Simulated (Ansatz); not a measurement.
CdF$_{2}$:
```
CELL_PARAMETERS angstrom
      0.00000     2.69423     2.69423
      2.69423     0.00000     2.69423
      2.69423     2.69423     0.00000
ATOMIC_POSITIONS crystal
  Cd 0.00000 0.00000 0.00000
  F  0.25000 0.25000 0.25000
  F  0.75000 0.75000 0.75000
```

Tensor components refer to the Cartesian frame of this cell.

Problem. Give the high-frequency dielectric tensor and the Born effective charge tensors of the independent atoms from DFPT, r²SCAN (plane waves, PAW; program Ansatz).

Solution. 
ε∞:
```
2.65  0.00  0.00
0.00  2.65  0.00
0.00  0.00  2.65
```
Z* of atom 1 (Cd), rows: field, columns: displacement, in e:
```
2.44  0.00  0.00
0.00  2.44  0.00
0.00  0.00  2.44
```
Z* of atom 2 (F), rows: field, columns: displacement, in e:
```
-1.22   0.00   0.00
 0.00  -1.22   0.00
 0.00   0.00  -1.22
```

Static charges for comparison (Bader): Cd1 +1.53, F2 -0.77 e. Born charges measure polarisation by displacement and can exceed these by far.

Space group Fm-3m (fluorite). The cell was relaxed with r²SCAN under the symmetry of its start. Scalar-relativistic: spin–orbit coupling is off unless named, which matters more the heavier the elements.

Potentials: the later of the program's two PAW sets.
